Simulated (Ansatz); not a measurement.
The elements of this relaxed trial crystal are hidden behind letters.

```
lattice vectors (Å)
   2.9692   -3.4584    0.0000
   2.9692    3.4584    0.0000
   0.0000    0.0000    4.2366
fractional positions
X 0.0000 0.5000 0.0000
X 0.5000 0.0000 0.0000
X 0.6784 0.3216 0.5000
X 0.3216 0.6784 0.5000
Z 0.0000 0.0000 0.5000
Z 0.5000 0.5000 0.0000
```

Theory: DFT PBE, scalar-relativistic, plane waves, PAW (Ansatz 0.2.0). Settings of the last relaxation (6-atom cell): 420 eV, 8×8×10 k points, Gaussian smearing of 0.10 eV, no spin polarisation.

```
Space group                               : Cmmm (No. 65)
Conventional cell                         : a = 5.938 Å, b = 6.917 Å, c = 4.237 Å
Volume per atom                           : 14.50 Å³
Density                                   : 4.07 g/cm³
Energy over the elements                  : +0.38 eV/atom
Gap on the 8×8×10 mesh of the 6-atom cell : 0 eV (a metal)
```

Energies are uncorrected and count from the elements' standard states at the same level.

Q: X is a d-block element of period 4 and Z is a p-block element of period 2. Which elements are they?

A: X = Ti, Z = B, so the formula is Ti2B. Density times volume gives a mean mass of 4.07 × 14.50/1.6605 = 35.5 u per atom, and this set has 35.5 u. Among the elements that the hints allow, noble gases aside, only these give it. Ti on a site of symmetry 2/m has 2 B at 2.28 Å, 4 Ti at 2.63 Å, 2 Ti at 2.97 Å, 4 B at 3.11 Å and 2 Ti at 3.46 Å; around Ti on a site of symmetry m2m lie 1 B at 2.22 Å, 2 B at 2.45 Å, 1 Ti at 2.47 Å, 4 Ti at 2.63 Å and 2 Ti at 3.13 Å; B on its first site has 2 Ti at 2.22 Å; 1 more site not described.

A structure relaxed within its symmetry needn't be a true minimum. Another cell of Ti2B relaxed alike, in I4/mcm (a Materials Project cell), lies 0.78 eV/atom lower, so this cell isn't the stable form at this level.
